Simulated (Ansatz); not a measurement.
Se:
```cif
data_Se3
_chemical_formula_sum 'Se3'
_space_group_name_H-M_alt 'P3121'
_space_group_IT_number 152
_space_group_name_Hall 'P 31 2"'
_cell_length_a 4.06475
_cell_length_b 4.06475
_cell_length_c 5.13089
_cell_angle_alpha 90.000
_cell_angle_beta 90.000
_cell_angle_gamma 120.000
loop_
_atom_site_label
_atom_site_type_symbol
_atom_site_symmetry_multiplicity
_atom_site_Wyckoff_symbol
_atom_site_fract_x
_atom_site_fract_y
_atom_site_fract_z
_atom_site_occupancy
Se1 Se 3 b 0.75256 0.75256 0.50000 1
```

Relaxed with the program Ansatz at the PBE+D3(BJ) level (PAW). Indices refer to the conventional cell of P3_121, a = b = 4.065 Å, c = 5.131 Å, α = β = 90.00°, γ = 120.00°.

### Question
Simulate the powder diffraction pattern (Ag Kα, λ = 0.560885 Å; lines above 1 %) up to 2θ = 30°.

### Answer
Simulated powder pattern, Ag Kα, λ = 0.560885 Å (kinematic, ideal powder, no thermal factors, no anomalous dispersion; the 30 strongest lines at most, above 1 %, up to 2θ = 30°):

| 2θ (°) | d (Å) | I/Imax (%) | hkl |
|---|---|---|---|
| 9.14 | 3.520 | 22 | (1 0 -1 0) |
| 11.09 | 2.903 | 100 | (1 0 -1 1)+(0 1 -1 1) |
| 15.55 | 2.073 | 41 | (0 1 -1 2)+(1 0 -1 2) |
| 15.86 | 2.032 | 23 | (1 1 -2 0) |
| 17.07 | 1.890 | 17 | (1 1 -2 1) |
| 18.34 | 1.760 | 3.2 | (2 0 -2 0) |
| 18.88 | 1.710 | 8.9 | (0003) |
| 19.40 | 1.665 | 22 | (2 0 -2 1)+(0 2 -2 1) |
| 20.28 | 1.593 | 10 | (1 1 -2 2) |
| 21.01 | 1.538 | 4.7 | (1 0 -1 3)+(0 1 -1 3) |
| 22.28 | 1.451 | 15 | (0 2 -2 2)+(2 0 -2 2) |
| 24.34 | 1.331 | 15 | (2 1 -3 0) |
| 24.75 | 1.309 | 13 | (1 1 -2 3) |
| 25.15 | 1.288 | 9.6 | (1 2 -3 1)+(2 1 -3 1) |
| 26.43 | 1.227 | 2.2 | (2 0 -2 3)+(0 2 -2 3) |
| 26.91 | 1.205 | 8.1 | (1 0 -1 4)+(0 1 -1 4) |
| 27.47 | 1.181 | 7.3 | (2 1 -3 2)+(1 2 -3 2) |
| 28.38 | 1.144 | 7.0 | (0 3 -3 1)+(3 0 -3 1) |
| 29.97 | 1.085 | 3.0 | (1 1 -2 4) |

The cell was relaxed with PBE+D3(BJ) under the symmetry of its start.

Potentials: the earlier of the program's two PAW sets.
